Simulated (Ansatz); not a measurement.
## Elastic constants of Ir (Fm-3m), step by step

```
Ir
1.0
     0.00000    1.92246    1.92246
     1.92246    0.00000    1.92246
     1.92246    1.92246    0.00000
Ir
1
Direct
  0.00000 0.00000 0.00000
```

The conventional cell has a = 3.845 Å, b = 3.845 Å, c = 3.845 Å, α = 90.00°, β = 90.00°, γ = 90.00°. Ir (atom 1) has 12 Ir at 2.72 Å as nearest neighbours.

Unless marked otherwise, the numbers come from r²SCAN, PAW on Ansatz 0.2.0's default frozen-core files (fitted under PBE), scalar-relativistic. k mesh 26×26×26, strains of ±0.008, Fermi-Dirac smearing of 0.100 eV, cutoff 500 eV. The cell was relaxed by PAW under this functional.

The cell is cubic and carries a residual pressure of 0.00 GPa at this level. Each strain component that symmetry leaves independent is applied at ±0.008, the ions relax wherever a strain frees them, and the stress (tension positive, GPa) is read. Shears are engineering strains, γ = 2ε.

```json
{"strain": "xx", "size": "-0.008", "σxx": "-5.2123", "σyy": "-2.0469", "σzz": "-2.0469", "σyz": "0.0000", "σxz": "0.0000", "σxy": "0.0000"}
{"strain": "xx", "size": "+0.008", "σxx": "4.9432", "σyy": "1.9104", "σzz": "1.9104", "σyz": "0.0000", "σxz": "0.0000", "σxy": "0.0000"}
{"strain": "yz", "size": "-0.008", "σxx": "-0.0013", "σyy": "-0.0518", "σzz": "-0.0518", "σyz": "-2.2267", "σxz": "0.0000", "σxy": "0.0000"}
{"strain": "yz", "size": "+0.008", "σxx": "-0.0013", "σyy": "-0.0518", "σzz": "-0.0518", "σyz": "2.2267", "σxz": "0.0000", "σxy": "0.0000"}
```

A central difference gives one constant, for example C11 ≈ (4.9432 − (-5.2123))/(0.016) = 634.7 GPa; the program then imposes the crystal's symmetry on the whole matrix.

Q: What are the independent elastic constants?

A: C11 = 634.7, C12 = 247.3, C44 = 278.3 GPa.

Q: Do they meet the Born conditions?

A: C11 − C12 = 387.4, C11 + 2C12 = 1129.4 and C44 = 278.3 GPa must all be positive, so the crystal is elastically stable; that says nothing yet of its phonons.

Q: What moduli does a random aggregate of grains have?

A: B = (C11 + 2C12)/3 = 376.5 GPa. G_V = (C11 − C12 + 3C44)/5 = 244.5 and G_R = 5(C11 − C12)C44/(4C44 + 3(C11 − C12)) = 236.9, so G_H = 240.7 GPa. Then E = 9BG/(3B + G) = 595.2 GPa, ν = (3B − 2G)/(6B + 2G) = 0.236 and B/G = 1.56, on the brittle side of Pugh's 1.75 (a rule of thumb).

Q: With the density of 22.462 g/cm³, how fast does sound travel, and what Debye temperature follows?

A: 

```
direction  slow (m/s)  middle (m/s)  fast (m/s)
    [100]        3520          3520        5316
    [110]        2937          3520        5659
    [111]        3143          3143        5769
```

The mean of v⁻³ over directions and branches gives v_m = 3619 m/s and θ_D = (ħ/k_B) v_m (6π²n)^(1/3) = 445 K, n being atoms per volume. Young's modulus spans 496 to 670 GPa over directions, and the universal anisotropy index is 0.16.

Q: What happens at 5 GPa (cell relaxed there)?

A: The volume falls to 0.9872 of its value, and C11 = 669.3, C12 = 267.7, C44 = 293.0 GPa (slopes of the stress), in this structure whether or not another phase takes over.

Caveats: frozen-core PAW files fitted under PBE, their cores solved anew for the functional of the run; responses of metals move with mesh and smearing; no spin-orbit coupling on heavy atoms.
